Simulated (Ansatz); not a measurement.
# Ta2N: how the axes shrink under pressure

Ta2N, P-31m, a = 5.264 Å, c = 4.913 Å. The structure is a Materials Project entry; whether it is the stable form wasn't checked. Ansatz: PBEsol, PAW, 420 eV, Γ-centred 12×12×8 mesh on 9 atoms, Gaussian smearing 0.10 eV; no spin polarisation. Cell and atoms are relaxed at each pressure, and no other structure is tried, so the rows at high pressure may lie past a change of phase. y = 100 ln(c/c0) with c0 = 4.9126 Å, so nearly a change in per cent. The pressures are the targets, met within 0.05 GPa.

| P (GPa) | y | 100 ln(a/a0) |
| --- | --- | --- |
| -1.0 | ? | ? |
| 0.0 | 0.00 | 0.00 |
| 1.0 | -0.09 | -0.13 |
| 4.0 | -0.40 | -0.45 |
| 12.0 | -1.15 | -1.26 |
| 25.0 | -2.19 | -2.46 |

Question: Fit y = c1 P + c2 P² to the other rows, give the linear compressibility along c, and predict the missing y.

Answer: Least squares on the rows shown. y = −0.1029 P + 0.0006126 P². The linear compressibility along c is −c1/100 = 1.03 per TPa, against 1.12 along a from the same fit to the last column (its missing entry is 0.12): the crystal is about as stiff along both at low pressure. The runs next to zero pressure give 0.84 and 1.23, though their stresses depart from hydrostatic by up to 0.08 GPa, which can shift these two figures as much. At P = -1.0 the fit asked for gives 0.10. The run gave 0.08, so the fit is 0.02 too high, a small miss on the scale of the series.

The cell has an odd number of electrons and ran without spin polarisation, so a magnetic or disproportionated state may lie lower. Spin–orbit coupling is left out, which can shift energies with elements as heavy as these.